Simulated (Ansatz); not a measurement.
Input file for Ansatz (a quantum-chemistry and plane-wave program):

Ansatz 0.2 input:
```yaml
crystal:
  lattice:
    - [3.0944966689, 0.0, 0.0]
    - [-1.5472483345, 2.6799127272, 0.0]
    - [0.0, 0.0, 15.081968365]
  atoms:
    - { symbol: Al, position: [0.0, 0.0, 0.9996366868] }
    - { symbol: Al, position: [0.0, 0.0, 0.4996366868] }
    - { symbol: Al, position: [0.6666666667, 0.3333333333, 0.8338958687] }
    - { symbol: Al, position: [0.3333333333, 0.6666666667, 0.3338958687] }
    - { symbol: Al, position: [0.6666666667, 0.3333333333, 0.1667315237] }
    - { symbol: Al, position: [0.3333333333, 0.6666666667, 0.6667315237] }
    - { symbol: N, position: [0.0, 0.0, 0.8744897263] }
    - { symbol: N, position: [0.0, 0.0, 0.3744897263] }
    - { symbol: N, position: [0.6666666667, 0.3333333333, 0.7080327256] }
    - { symbol: N, position: [0.3333333333, 0.6666666667, 0.2080327256] }
    - { symbol: N, position: [0.6666666667, 0.3333333333, 0.0409134688] }
    - { symbol: N, position: [0.3333333333, 0.6666666667, 0.5409134688] }
kpoints:
  mp_grid: { grid: [10, 10, 2] }
hamiltonian:
  xc: r2scan
  pseudopotentials: { kind: paw }
scf:
  occupations: { method: fixed }
elastic: { mode: relaxed_ion, stencil: two_point, amplitude: 0.005, f_tol: 0.0005 }
output: { polarization: {} }
```

Output (shortened):

```
Pseudopotential: Al, paw, valence charge 3
Pseudopotential: N, paw, valence charge 5
Functional definition: r2SCAN
Crystal: 12 atoms, lattice volume = 125.074 Å³
Basis set: ecut = 500 eV, 3199 PW (Γ), exchange–correlation on 96×96×480 points (64 copies of the dense FFT grid, shifted against one another)
Bands: 36, of which v1, the nominal top of the filled ones, is band 24 counted from 1 (23 counted from 0)
Symmetry: 12 space group operations
Space group: P63mc (ITA 186), of the structure as read, at distance tolerance 5.0e-5 Å
k-points: 28 of 200
SCF 1 converged in 13 iterations: F = -5570.712430 eV  dr2 = 1.91e-14
relax step   1: F+E_penalty+E_count = -5570.71243040 eV  Δ(F+E_penalty+E_count) = +0.000e0 eV  max|allowed force component| = 6.693e-4 eV/Å  Δτ_max = 0.0000 Å  (13 SCF iters, accepted)
Crystal: 12 atoms, lattice volume = 125.074 Å³
SCF 2 converged in 7 iterations: F = -5570.712430 eV  dr2 = 7.35e-14
relax step   2: F+E_penalty+E_count = -5570.71243042 eV  Δ(F+E_penalty+E_count) = -2.061e-8 eV  max|allowed force component| = 3.765e-4 eV/Å  Δτ_max = 0.0000 Å  (7 SCF iters, accepted)
Crystal: 12 atoms, lattice volume = 125.074 Å³
SCF 3 converged in 8 iterations: F = -5570.712430 eV  dr2 = 4.16e-14
Crystal: 12 atoms, lattice volume = 125.074 Å³
SCF 4 converged in 2 iterations: F = -5570.712430 eV  dr2 = 3.53e-15
Crystal: 12 atoms, lattice volume = 124.449 Å³
Symmetry: 4 space group operations
k-points: 62 of 200
SCF 5 converged in 12 iterations: F = -5570.707717 eV  dr2 = 5.98e-15
relax step   1: F+E_penalty+E_count = -5570.70771681 eV  Δ(F+E_penalty+E_count) = +0.000e0 eV  max|allowed force component| = 5.320e-2 eV/Å  Δτ_max = 0.0000 Å  (12 SCF iters, accepted)
Crystal: 12 atoms, lattice volume = 124.449 Å³
SCF 6 converged in 10 iterations: F = -5570.708119 eV  dr2 = 4.55e-14
relax step   2: F+E_penalty+E_count = -5570.70811930 eV  Δ(F+E_penalty+E_count) = -4.025e-4 eV  max|allowed force component| = 3.333e-2 eV/Å  Δτ_max = 0.0058 Å  (10 SCF iters, accepted)
Crystal: 12 atoms, lattice volume = 124.449 Å³
SCF 7 converged in 10 iterations: F = -5570.708387 eV  dr2 = 3.69e-14
relax step   3: F+E_penalty+E_count = -5570.70838672 eV  Δ(F+E_penalty+E_count) = -2.674e-4 eV  max|allowed force component| = 6.202e-3 eV/Å  Δτ_max = 0.0037 Å  (10 SCF iters, accepted)
Crystal: 12 atoms, lattice volume = 124.449 Å³
SCF 8 converged in 8 iterations: F = -5570.708395 eV  dr2 = 9.60e-14
relax step   4: F+E_penalty+E_count = -5570.70839481 eV  Δ(F+E_penalty+E_count) = -8.085e-6 eV  max|allowed force component| = 1.465e-4 eV/Å  Δτ_max = 0.0008 Å  (8 SCF iters, accepted)
Crystal: 12 atoms, lattice volume = 124.449 Å³
SCF 9 converged in 2 iterations: F = -5570.708395 eV  dr2 = 3.35e-14
Crystal: 12 atoms, lattice volume = 125.700 Å³
SCF 10 converged in 12 iterations: F = -5570.707930 eV  dr2 = 4.10e-14
relax step   1: F+E_penalty+E_count = -5570.70793045 eV  Δ(F+E_penalty+E_count) = +0.000e0 eV  max|allowed force component| = 5.083e-2 eV/Å  Δτ_max = 0.0000 Å  (12 SCF iters, accepted)
Crystal: 12 atoms, lattice volume = 125.700 Å³
SCF 11 converged in 10 iterations: F = -5570.708314 eV  dr2 = 5.11e-14
[...]
SCF 35 converged in 7 iterations: F = -5570.711297 eV  dr2 = 5.50e-14
relax step   4: F+E_penalty+E_count = -5570.71129674 eV  Δ(F+E_penalty+E_count) = -8.071e-8 eV  max|allowed force component| = 3.070e-5 eV/Å  Δτ_max = 0.0001 Å  (7 SCF iters, accepted)
Crystal: 12 atoms, lattice volume = 125.074 Å³
SCF 36 converged in 2 iterations: F = -5570.711297 eV  dr2 = 1.97e-14
SCF converged after 2 iterations
Stability not checked: this state was not tested for a lower state beside it, because too few of the mixer's solves of this state at the end of the SCF gave a …
Free energy (F): -5570.712430 eV
Harris-Foulkes:  -5570.712430 eV  (|F-HF|=9.09e-13)
Internal energy: -5570.712430 eV  (E = F + TS)
E sigma→0 (E₀):  -5570.712430 eV
Fermi energy:    6.758367 eV
--- Per-component energies (eV) ---
  E_band       = 68.680020
  E_kinetic    = 963.143038
  E_local      = -1342.906889  (includes V_loc(G=0)·N_el)
  E_nonlocal   = 325.789607
  E_hartree    = 470.162463
  E_xc         = -593.109580
  E_vxc        = -714.899767  (∫ρ·V_xc dr)
  E_paw        = -3614.806009  (= ΣΔE_a)
  E_vpaw       = -141.142005  (= ΣTr[D̂ρ^β])
  E_aug_tail   = 0.000098  (compensation charges beyond the density's cutoff)
  E_vtau       = 38.371013  (kinetic-family band-sum trace: ∫τ·v_τ [+ j·A + Jᵃ·Aᵃ] dr)
  E_ewald      = -1778.447122
  E_core_change = -0.538036  (= ΣΔE_core)
  E_smearing   =  0.000000  (= −TS)
  E_closure    =  0.000000  (closes the sum)
  Σ components = -5570.712430   (vs F -5570.712430, Δ=0.00e0)
--- Forces (eV/Å), atoms counted from 1 ---
  atom   1  Al     0.00000000     0.00000000     0.00010746
  atom   2  Al     0.00000000     0.00000000     0.00010746
  atom   3  Al     0.00000000     0.00000000     0.00038861
  atom   4  Al     0.00000000     0.00000000     0.00038861
  atom   5  Al     0.00000000     0.00000000     0.00038619
  atom   6  Al     0.00000000     0.00000000     0.00038619
  atom   7  N      0.00000000     0.00000000     0.00000231
  atom   8  N      0.00000000     0.00000000     0.00000231
  atom   9  N      0.00000000     0.00000000    -0.00031421
  atom  10  N      0.00000000     0.00000000    -0.00031421
  atom  11  N      0.00000000     0.00000000    -0.00019712
  atom  12  N      0.00000000     0.00000000    -0.00019712
  max |Σ_I F_I| component: 7.46e-4 eV/Å
--- Stress (GPa, compression-positive) ---
        0.014491       0.000000       0.000000
        0.000000       0.014491       0.000000
        0.000000       0.000000       0.012803
  P = ⅓ Tr σ = 0.0139 GPa (0.139 kbar)
--- Band table (eV; the first three rows and the last of 28) ---
  k-point 0: bands = ["-9.0503", "-8.6828", "-8.6127", "-7.6814", "-7.6442", "-7.0147", "0.8153", "2.0922", "2.1706", "4.8533", "4.9245", "6.1483", "6.1483", "6.2343", "6.2343", "6.3254", "6.3254", "6.5416", "6.5416", "6.5655", "6.5655", "6.6971", "6.6971", …
  k-point 1: bands = ["-8.9476", "-8.9476", "-8.1919", "-8.1919", "-7.2039", "-7.2039", "1.1744", "1.1744", "3.4470", "3.4470", "6.1729", "6.1729", "6.1785", "6.1785", "6.1785", "6.1785", "6.4195", "6.4195", "6.4195", "6.4195", "6.6581", "6.6581", "6.6581", …
  k-point 2: bands = ["-8.9209", "-8.5612", "-8.4908", "-7.5844", "-7.5467", "-6.9403", "0.9730", "2.1708", "2.2502", "4.6657", "4.7382", "5.5859", "5.7686", "5.8556", "5.9691", "6.0435", "6.0976", "6.1769", "6.2522", "6.3383", "6.4782", "6.5065", "6.6813", …
  k-point 27: bands = ["-6.7383", "-6.7383", "-6.5818", "-6.5818", "-6.4548", "-6.4548", "1.9596", "1.9596", "2.0439", "2.0439", "2.5677", "2.5677", "2.9918", "2.9918", "3.5521", "3.5521", "3.8836", "3.8836", "4.8728", "4.8728", "5.5073", "5.5073", "5.6899", …
--- Elastic constants: 3 strain directions × 2 members + reference (group order 12) ---
  dense FFT box of the reference and of every strained cell: 24×24×120
  strains applied: 11, 33, 23; error gains …
  reference relaxed by the batch: 2 steps …
  largest displacement 8.1e-6 Å; the constants are those of the deck's cell at these positions:
  atoms:
    - { symbol: Al, position: [0.0, 0.0, 0.9996364795541015] }
    - { symbol: Al, position: [0.0, 0.0, 0.4996364795541015] }
    - { symbol: Al, position: [0.6666666666666667, 0.3333333333333333, 0.8338961896974165] }
    - { symbol: Al, position: [0.3333333333333333, 0.6666666666666666, 0.33389618969741647] }
    - { symbol: Al, position: [0.6666666666666667, 0.3333333333333333, 0.1667320586292628] }
    - { symbol: Al, position: [0.3333333333333333, 0.6666666666666666, 0.6667320586292628] }
    - { symbol: N, position: [0.0, 0.0, 0.8744897112041988] }
    - { symbol: N, position: [0.0, 0.0, 0.3744897112041988] }
    - { symbol: N, position: [0.6666666666666667, 0.3333333333333333, 0.7080322346234587] }
    - { symbol: N, position: [0.3333333333333333, 0.6666666666666666, 0.2080322346234587] }
    - { symbol: N, position: [0.6666666666666667, 0.3333333333333333, 0.04091332619156167] }
    - { symbol: N, position: [0.3333333333333333, 0.6666666666666666, 0.5409133261915616] }
  C = ∂σ_k/∂η_j (tension-positive GPa; Voigt order 11 22 33 23 13 12):
       404.114    146.354     86.576      0.000      0.000      0.000
       146.354    404.114     86.576      0.000      0.000      0.000
        86.520     86.520    448.205      0.000      0.000      0.000
         0.000      0.000      0.000    116.324      0.000      0.000
         0.000      0.000      0.000      0.000    116.324      0.000
         0.000      0.000      0.000      0.000      0.000    128.880
  reference stress σ⁰ (GPa):     -0.014     -0.014     -0.013      0.000      0.000      0.000
  moduli (Voigt/Reuss/Hill, GPa): K = 210.59/210.54/210.57   G = 134.77/131.01/132.89   E = 329.38   ν = 0.239
  mechanically stable: yes (min eigenvalue of sym C = 116.32 GPa)
  e, the proper piezoelectric tensor (elastic.mode: relaxed_ion; C/m²; rows x y z; Voigt order 11 22 33 23 13 12):
       0.00000    0.00000    0.00000    0.00000    0.29434    0.00000
       0.00000    0.00000    0.00000    0.29434    0.00000    0.00000
       0.37946    0.37946   -0.83924    0.00000    0.00000    0.00000
  ±, each entry's uncertainty from the finite density of the strings (C/m²), an estimate: the size of the correction for it that the entry includes:
       0.00000    0.00000    0.00000    0.00000    0.00137    0.00000
       0.00000    0.00000    0.00000    0.00137    0.00000    0.00000
       0.00127    0.00127    0.00154    0.00000    0.00000    0.00000
  strain η (Voigt 11):  stress-route row diagonal C_11 = 404.11 GPa, energy-path curvature d²(F+E_count+ΔE)/dδ²/Ω₀ = 404.11 GPa
         δ    σ_11 (GPa)             F (eV)   n_scf  n_hpsi   n_pw
    -5.000e-3      -2.0617       -5570.7083948       2   15500   3199   relax 4 steps, max|allowed force component| 1.47e-4 eV/Å
     5.000e-3       1.9795       -5570.7085730       2   15451   3226   relax 4 steps, max|allowed force component| 1.46e-4 eV/Å
  strain η (Voigt 33):  stress-route row diagonal C_33 = 448.20 GPa, energy-path curvature d²(F+E_count+ΔE)/dδ²/Ω₀ = 448.23 GPa
         δ    σ_33 (GPa)             F (eV)   n_scf  n_hpsi   n_pw
    -5.000e-3      -2.2658       -5570.7079889       2    6915   3187   relax 5 steps, max|allowed force component| 3.10e-5 eV/Å
     5.000e-3       2.2162       -5570.7081127       2    6871   3219   relax 5 steps, max|allowed force component| 2.57e-5 eV/Å
  strain η (Voigt 23):  stress-route row diagonal C_44 = 116.32 GPa, energy-path curvature d²(F+E_count+ΔE)/dδ²/Ω₀ = 116.33 GPa
         δ    σ_23 (GPa)             F (eV)   n_scf  n_hpsi   n_pw
    -5.000e-3      -0.5816       -5570.7112967       2   15228   3202   relax 4 steps, max|allowed force component| 3.08e-5 eV/Å
     5.000e-3       0.5816       -5570.7112967       2   15250   3202   relax 4 steps, max|allowed force component| 3.07e-5 eV/Å
--- Formal polarisation (Berry phase): one branch of a lattice of values; only differences between neighbouring runs are physical ---
  axis  mesh            electronic          ionic      p = total  spread (rad)  least overlap  resolved gap  δp at fixed H ≤   (phases in cycles; p mod 1 …
  b1    10×10×2         0.00000000    16.00000000    16.00000000      0.000000         0.9460        4.8523           3.3e-6
  b2    10×10×2         0.00000000    16.00000000    16.00000000      0.000000         0.9460        4.8523           3.3e-6
  b3    10×10×2         0.02760404    24.23594109    24.26354513      0.026637         0.9530        4.8523           7.5e-7
  quantum along a1:   0.02474123 e/Å² =    39.639824 µC/cm²
  quantum along a2:   0.02474123 e/Å² =    39.639824 µC/cm²
  quantum along a3:   0.12058390 e/Å² =   193.196708 µC/cm²
  P = (  0.19792986,   0.34282457,   2.92579292) e/Å² = (  317.118592,   549.265513,  4687.637054) µC/cm²  (mod the quanta)
```

Cost: roughly 9 core-minutes on shared cores.

Space group P6_3mc. A made-up cell: these elements were put on the sites of a structure type. Its sites differ from those of the usual phase in this space group: another stacking or structure type. The r²SCAN relaxation kept the symmetry of its start; phonons on a q-mesh show no instability.

Potentials: the later of the program's two PAW sets.

Ansatz is a plane-wave DFT program.
